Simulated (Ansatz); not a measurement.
## Field gradients along an isostructural series (C2/c)

Level of theory: DFT, r2SCAN, plane waves and PAW, scalar-relativistic, 500 eV cutoff (Ansatz 0.2.0). The cells come from the Materials Project (computed, not necessarily observed phases), with the atoms as given. Calculated pressures reach 3 GPa in size and forces 0.3 eV/Å in them. Spin–orbit coupling is left out, which moves gradients at and beside heavy atoms (Ba, Hf) by some per cent and at some sites by far more. All compounds take space group C2/c with the same Wyckoff sites and nearly the same cell shape, and differ in the element M (Ge, Hf, Zr). Sites are named by their Wyckoff letter. V_zz in 10²¹ V/m².

```tsv
M	compound	source	cell edges (Å)	first shell of Ba on e	Ba on e: V_zz (η)	M on f: V_zz (η)
Ge	Ba5Ge2N6	MP	10.782, 7.157, 14.378; β = 99.4°	6 N at 2.67–3.28 Å; also 2 Ba at 3.67 Å	-13.74 (0.86)	7.67 (0.71)
Hf	Ba5Hf2N6	MP	11.267, 7.476, 14.964; β = 96.4°	2 N at 2.64 Å, angle 114°	?	?
Zr	Ba5Zr2N6	MP	11.321, 7.537, 14.999; β = 96.3°	2 N at 2.63 Å, angle 114°	9.53 (0.94)	13.03 (0.72)
```

Task: Estimate the values withheld for Ba5Hf2N6.

Result: Ba on e: 10.32 (0.85); Hf on f: 32.4 (0.60). Where η is near 1 the sign of V_zz means little.
